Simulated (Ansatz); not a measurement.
**CaEu3: Lu on an Eu site**

Computed with the plane-wave PAW code Ansatz (scalar-relativistic, PAW set soft_2): PBEsol, collinear spin, 420 eV cutoff, k-mesh 2×2×2 shifted by half a step.

The relaxed host crystal (no gap at this level of theory):

```
CELL_PARAMETERS angstrom
7.65117 0.00000 0.00000
-3.82559 6.62611 0.00000
0.00000 0.00000 6.16364
ATOMIC_POSITIONS crystal
Ca 0.66667 0.33333 0.25000
Ca 0.33333 0.66667 0.75000
Eu 0.33216 0.16608 0.75000
Eu 0.83392 0.16608 0.75000
Eu 0.83392 0.66784 0.75000
Eu 0.66784 0.83392 0.25000
Eu 0.16608 0.83392 0.25000
Eu 0.16608 0.33216 0.25000
```

Supercell of 24 atoms, rows of the matrix [[0,1,-1],[1,0,-1],[-1,-1,-1]] times the cell vectors; Lu on an Eu site at (0.332, 0.166, 0.750) in fractions of the cell above. Atoms are relaxed at the host's cell, from a start shaken by 0.03 Å near the defect.

Distances from the Lu atom (Å), by shell of the perfect crystal:

```
shell  perfect crystal  relaxed, charge 0
 4 Eu             3.79               3.73
 2 Ca             3.80               3.75
 2 Eu             3.81               3.75
 2 Ca             3.83               3.78
```

```json
{"charge": "0", "moment of the cell (μB)": "130.66", "moment on Lu (μB)": "0.31", "4f electrons on Lu": "14.0", "gap of the cell on the mesh (eV)": "0.00"}
```

Formation energy of the neutral defect: 0.49 eV, taking atoms from and to the elements' standard states (no corrections for gases), so it belongs to those chemical potentials alone.

Relaxed cell at charge 0:

```
CaEu3 Lu_Eu charge 0
1.0
    -3.8256    6.6261   -6.1636
     7.6512    0.0000   -6.1636
    -3.8256   -6.6261   -6.1636
Ca Lu Eu
6 1 17
Direct
  0.5801 0.9123 0.2501
  0.2533 0.5830 0.9210
  0.9167 0.2506 0.5825
  0.7464 0.4193 0.0849
  0.4169 0.0821 0.7512
  0.0869 0.7482 0.4135
  0.4167 0.5821 0.2509
  0.0837 0.2491 0.9174
  0.7496 0.9158 0.5841
  0.2516 0.9130 0.0865
  0.9166 0.5842 0.7492
  0.5794 0.2549 0.4146
  0.5818 0.7468 0.9202
  0.2539 0.4186 0.5785
  0.9169 0.0836 0.2489
  0.9167 0.7510 0.0819
  0.5840 0.4164 0.7488
  0.2495 0.0844 0.4170
  0.0884 0.4189 0.2503
  0.7500 0.0824 0.9178
  0.4174 0.7454 0.5789
  0.7449 0.5829 0.4138
  0.4159 0.2540 0.0879
  0.0837 0.9154 0.7508
```

Caveats: 4f shell without a U, which puts 4f levels too near the Fermi level; open f or d shells may hold a state above the lowest; small supercell, so energies and levels can be off by tenths of an eV; one random start near the defect, so other minima are possible.
